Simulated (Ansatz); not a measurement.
## K2MnS2 (Ibam)

Computed with Ansatz (plane waves, PAW): PBEsol+U, U_eff = 3.0 eV (Dudarev form) on Mn d, fully localised double counting, collinear spin, scalar-relativistic, 420 eV, PAW set soft_2 (made for PBE), 4×4×4 mesh, Gaussian smearing of 0.05 eV.

```xyz
10
Lattice="-3.4660 6.3180 3.0895 3.4660 -6.3180 3.0895 3.4660 6.3180 -3.0895" Properties=species:S:1:pos:R:3 pbc="T T T"
K     2.3915    1.8676    0.0000
K     1.0745    4.4504    3.0895
K     2.3915   -1.8676    3.0895
K     1.0745    8.1856    0.0000
Mn    0.0000    0.0000    1.5447
Mn    0.0000    0.0000    4.6342
S    -2.1122    5.0102    3.0895
S     5.5782    1.3078    0.0000
S     1.3538    1.3078    3.0895
S     2.1122    5.0102    0.0000
```

The structure is that of a cell as deposited in COD, unrelaxed.

Cell and atoms stay fixed. Atoms count from 1 in the text and from 0 in parts of the program's output.

Two runs on this cell converged from different starts. The ends of their outputs, energies left out (λ are the eigenvalues of a shell's occupation matrix):

Run A:

```
Magnetization: 0.0000 μB (45.0000 up, 45.0000 down)
Absolute magnetization: 9.5000 μB (∫|ρ↑−ρ↓|, with the PAW one-centre terms)
Per-site moments (μB) at R_I (Å): [(0.00000, 1.30142), (0.00000, 1.30142), (0.00000, 1.30142), (0.00000, 1.30142), (4.15399, 1.00446), (-4.15399, 1.00446), (0.00000, 1.00446), (0.00000, 1.00446), (0.00000, 1.00446), (0.00000, 1.00446)]
--- Magnetisation constraints (ε_frz = 1.0e-4 eV) ---
  site  kind      target   achieved (μB)  |Δ|max (μB)  g (eV/μB)  λ_eff  esc  ok  flags
  4     per_site  +4.2200  +4.1540        6.60e-2       0.00e0    0.000  0    —   released
  5     per_site  -1.6900  -4.1540        2.46e0        0.00e0    0.000  0    —   released
Fermi energy:    5.612883 eV
--- Forces (eV/Å), atoms counted from 1 ---
  atom   1  K     -0.02399972    -0.03080465     0.00000201
  atom   2  K      0.02399972     0.03080465     0.00000201
  atom   3  K     -0.02399972     0.03080465    -0.00000201
  atom   4  K      0.02399972    -0.03080465    -0.00000201
  atom   5  Mn     0.00000000     0.00000000     0.00000000
  atom   6  Mn     0.00000000     0.00000000     0.00000000
  atom   7  S     -0.01618643     0.04414292     0.00000204
  atom   8  S      0.01618643    -0.04414292     0.00000204
  atom   9  S     -0.01618643    -0.04414292    -0.00000204
  atom  10  S      0.01618643     0.04414292    -0.00000204
--- Stress (GPa, compression-positive) ---
       -0.584883       0.000000       0.000000
        0.000000      -0.747277       0.000000
        0.000000       0.000000      -0.844795
  P = ⅓ Tr σ = -0.7257 GPa (-7.257 kbar)
--- Löwdin populations: 10 sites ---
  site symbol       q [e]    m [muB]
     0      K      8.2860     0.0000
     1      K      8.2860     0.0000
     2      K      8.2860     0.0000
     3      K      8.2860     0.0000
     4     Mn     14.0039     4.5221
     5     Mn     14.0039    -4.5221
     6      S      7.0523     0.0000
     7      S      7.0523     0.0000
     8      S      7.0523     0.0000
     9      S      7.0523     0.0000
--- Occupation matrices: 2 shells (run DFT+U table (all-electron-ortho-atomic); ε = 9.47e-3) ---
  Mn4 d_3D up     Tr n = 4.9390  λ = 0.983 0.986 0.986 0.988 0.996
  Mn4 d_3D dn     Tr n = 0.4488  λ = 0.053 0.063 0.101 0.112 0.120
  Mn5 d_3D up     Tr n = 0.4488  λ = 0.053 0.063 0.101 0.112 0.120
  Mn5 d_3D dn     Tr n = 4.9390  λ = 0.983 0.986 0.986 0.988 0.996
```

Run B:

```
Magnetization: 10.0000 μB (50.0000 up, 40.0000 down)
Absolute magnetization: 10.0775 μB (∫|ρ↑−ρ↓|, with the PAW one-centre terms)
Per-site moments (μB) at R_I (Å): [(0.01416, 1.30142), (0.01416, 1.30142), (0.01416, 1.30142), (0.01416, 1.30142), (4.21891, 1.00446), (4.21891, 1.00446), (0.05793, 1.00446), (0.05793, 1.00446), (0.05793, 1.00446), (0.05793, 1.00446)]
Fermi energy:    5.798213 eV
--- Forces (eV/Å), atoms counted from 1 ---
  atom   1  K     -0.02102818    -0.02701943     0.00000000
  atom   2  K      0.02102818     0.02701943     0.00000000
  atom   3  K     -0.02102818     0.02701943     0.00000000
  atom   4  K      0.02102818    -0.02701943     0.00000000
  atom   5  Mn     0.00000000     0.00000000     0.00000000
  atom   6  Mn     0.00000000     0.00000000     0.00000000
  atom   7  S      0.10066955    -0.06511140     0.00000000
  atom   8  S     -0.10066955     0.06511140     0.00000000
  atom   9  S      0.10066955     0.06511140     0.00000000
  atom  10  S     -0.10066955    -0.06511140     0.00000000
--- Stress (GPa, compression-positive) ---
       -0.190675       0.000000       0.000000
        0.000000      -0.384713       0.000000
        0.000000       0.000000       0.513738
  P = ⅓ Tr σ = -0.0206 GPa (-0.206 kbar)
--- Löwdin populations: 10 sites ---
  site symbol       q [e]    m [muB]
     0      K      8.2866     0.0114
     1      K      8.2866     0.0114
     2      K      8.2866     0.0114
     3      K      8.2866     0.0114
     4     Mn     13.9662     4.5992
     5     Mn     13.9662     4.5992
     6      S      7.0693     0.1445
     7      S      7.0693     0.1445
     8      S      7.0693     0.1445
     9      S      7.0693     0.1445
--- Occupation matrices: 2 shells (run DFT+U table (all-electron-ortho-atomic); ε = 4.55e-4) ---
  Mn4 d_3D up     Tr n = 4.9549  λ = 0.986 0.987 0.990 0.995 0.997
  Mn4 d_3D dn     Tr n = 0.3939  λ = 0.048 0.050 0.074 0.107 0.115
  Mn5 d_3D up     Tr n = 4.9549  λ = 0.986 0.987 0.990 0.995 0.997
  Mn5 d_3D dn     Tr n = 0.3939  λ = 0.048 0.050 0.074 0.107 0.115
```

Question: Which run lies higher in energy, by how much, and why?

Answer: Run B, by 30.5 meV/atom. Run B has 5 d electrons in filled orbitals, 5 of them unpaired, the high-spin filling, a gap of 1.90 eV and a whole-number cell moment of 10 μB, as a collinear insulator must have; run A has 5 d electrons in filled orbitals, 5 of them unpaired, the high-spin filling, a gap of 2.51 eV. Run B kept 8 symmetry operations, run A 4. They differ in magnetic order (signs of the magnetic ions' moments, up to an overall flip, +− in run A, ++ in run B). With J = 0 the Hubbard energy is (U/2) Σ λ(1 − λ), a penalty on fractional natural occupations. The sums Σ λ(1 − λ) over the cell's shells are 0.93 for run A and 0.81 for run B, which at U/2 = 1.50 eV give 1.40 and 1.21 eV per cell. Of the difference of 0.30 eV per cell, the Hubbard term gives -0.18 eV and all other terms 0.49 eV, so the other terms decide the order against the Hubbard term. The other terms are taken on each state's own density, so they aren't the result of a run without U.

Run B started from: ferromagnetic start, free, symmetry kept, no search, moments Mn5 5.00; Mn6 5.00 μB. Run A started from: ferrimagnetic site moments held at Mn5 4.22; Mn6 -1.69 μB at first, then free, moments Mn5 4.22; Mn6 -1.69 μB. At this level the cell was started in 17 ways, of which 1 didn't converge. Run A holds the lowest state found for this cell, which doesn't make it the ground state. The value of U was drawn from a range and not derived for this compound; another value can change gaps, moments and the order of states. Gaps are Kohn–Sham gaps over the k-mesh alone and may be smaller between its points.
